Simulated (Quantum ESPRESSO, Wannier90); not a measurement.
## Wannierisation of InHO2 (Pnnm)

Cell from Materials Project (mp-632711), symmetrised, no further relaxation. Not found in the COD (Crystallography Open Database) copy used, which has the formula in other groups; not checked further. Method: PBEsol plane waves in Quantum ESPRESSO 7.5 (PseudoDojo norm-conserving files, 68 Ry, spinors with spin-orbit coupling), Bloch states on a 4×4×6 mesh through Γ, Wannier90 4.0.1. Density: 8×6×10 mesh, Gaussian smearing 0.01 Ry.

```
begin unit_cell_cart
ang
    4.5239300000    0.0000000000    0.0000000000
    0.0000000000    5.2805800000    0.0000000000
    0.0000000000    0.0000000000    3.2885100000
end unit_cell_cart
mp_grid = 4 4 6
```

### Question
Which shells of neighbouring k-points and which b-vectors and weights does Wannier90 pick for this cell and mesh?

### Answer
```
 *---------------------------------- K-MESH ----------------------------------*
 +----------------------------------------------------------------------------+
 |                    Distance to Nearest-Neighbour Shells                    |
 |                    ------------------------------------                    |
 |          Shell             Distance (Ang^-1)          Multiplicity         |
 |          -----             -----------------          ------------         |
 |             1                   0.297467                      2            |
 |             2                   0.318441                      2            |
 |             3                   0.347219                      2            |
 |             4                   0.435765                      4            |
 |             5                   0.457217                      4            |
 |             6                   0.471133                      4            |
 |             7                   0.557183                      8            |
 |             8                   0.594933                      2            |
       ... (lines left out)
 +----------------------------------------------------------------------------+
 | The b-vectors are chosen automatically                                     |
 | The following shells are used:                       1,  2,  3             |
 +----------------------------------------------------------------------------+
 |                        Shell   # Nearest-Neighbours                        |
 |                        -----   --------------------                        |
 |                          1               2                                 |
 |                          2               2                                 |
 |                          3               2                                 |
 +----------------------------------------------------------------------------+
 | Completeness relation is fully satisfied [Eq. (B1), PRB 56, 12847 (1997)]  |
 +----------------------------------------------------------------------------+
 |                  b_k Vectors (Ang^-1) and Weights (Ang^2)                  |
 |                  ----------------------------------------                  |
 |            No.         b_k(x)      b_k(y)      b_k(z)        w_b           |
 |            ---        --------------------------------     --------        |
 |             1         0.000000    0.297467    0.000000     5.650586        |
 |             2         0.000000   -0.297467    0.000000     5.650586        |
 |             3         0.000000    0.000000    0.318441     4.930729        |
 |             4         0.000000    0.000000   -0.318441     4.930729        |
 |             5         0.347219    0.000000    0.000000     4.147267        |
 |             6        -0.347219    0.000000    0.000000     4.147267        |
```
